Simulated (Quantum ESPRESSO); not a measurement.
**How NMR parameters follow atomic displacements in SiC (P6₃mc)**

```yaml
crystal:
  lattice:
    - [3.07662, 0.00000, 0.00000]
    - [-1.53831, 2.66443, 0.00000]
    - [0.00000, 0.00000, 15.09808]
  atoms:
    - { symbol: Si, position: [0.33333, 0.66667, 0.83299] }
    - { symbol: Si, position: [0.66667, 0.33333, 0.33299] }
    - { symbol: Si, position: [0.66667, 0.33333, 0.66650] }
    - { symbol: Si, position: [0.33333, 0.66667, 0.16650] }
    - { symbol: Si, position: [0.00000, 0.00000, 0.49973] }
    - { symbol: Si, position: [0.00000, 0.00000, 0.99973] }
    - { symbol: C, position: [0.00000, 0.00000, 0.87437] }
    - { symbol: C, position: [0.00000, 0.00000, 0.37437] }
    - { symbol: C, position: [0.33333, 0.66667, 0.70800] }
    - { symbol: C, position: [0.66667, 0.33333, 0.20800] }
    - { symbol: C, position: [0.66667, 0.33333, 0.54152] }
    - { symbol: C, position: [0.33333, 0.66667, 0.04152] }
```
The geometry is a computed Materials Project entry, not a measured one. It is SiC in P6₃mc, a polytype of 6 double layers. Stability against distortions was not tested.

The last row's change in full: Si1 and its equivalents moved by 0.04 Å along (0.00, 0.00, -1.00), space group kept; the other rows go along the same path.

Method: shieldings by PBE GIPAW (a modified build of Quantum ESPRESSO, JTH PAW datasets), 20 Ha, k-mesh 9×9×2 shifted, f-sum rule met within 0.051 %. Values are those of the named site's first atom. These are absolute shieldings with no macroscopic susceptibility term; δ = σ_ref − σ needs a reference computed alike. By our sweeps, such settings leave a few ppm in absolute σ. No d partial waves on Si: the paramagnetic term there is incompletely reconstructed. The structure is static (0 K, no zero-point motion).

Unchanged cell: σ_iso Si2 (ppm) = 355.0, σ_iso Si3 (ppm) = 360.7, σ_iso C1 (ppm) = 140.2, σ_iso C2 (ppm) = 144.6, σ_iso C3 (ppm) = 150.2.

Question: How do these values move along the path (displacement (Å): -0.04, +0.04)?

Answer: 
```
displacement (Å)  σ_iso Si2 (ppm)  σ_iso Si3 (ppm)  σ_iso C1 (ppm)  σ_iso C2 (ppm)  σ_iso C3 (ppm)
----------------  ---------------  ---------------  --------------  --------------  --------------
-0.04                       354.3            362.3           142.6           143.3           148.8
0                           355.0            360.7           140.2           144.6           150.2
+0.04                       356.0            359.3           137.4           145.7           151.4
```
